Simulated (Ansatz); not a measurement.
# Run times of several calculations on HfO2 with nitrogen replacing O

HfO2 with nitrogen replacing O, cell charge -1. Cell: 24 atoms, space group P1, a = 7.373 Å, b = 6.698 Å, c = 7.244 Å, α = 63.71°, β = 65.60°, γ = 61.75°.

All runs are DFT with Ansatz 0.2.0 on 1 thread of Intel Xeon Platinum 8488C (Sapphire Rapids) (x86_64; 2 cores open to the job, memory cap 3.0 GiB, no GPU), a shared host.

(1) Rank the runs by wall time, shortest first.
A. single point, PBE, 420 eV, 3×3×3 k-points, smearing 0.01 eV
B. single point at relaxed positions, r2SCAN, 500 eV, 3×3×3 k-points, smearing 0.01 eV
C. relaxation of the ions, PBE, 420 eV, 3×3×3 k-points, smearing 0.01 eV

## Answers

(1) A (98 s, 0.97 GiB), B (2.5 min, 1.5 GiB), C (6.7 min, 1.1 GiB).
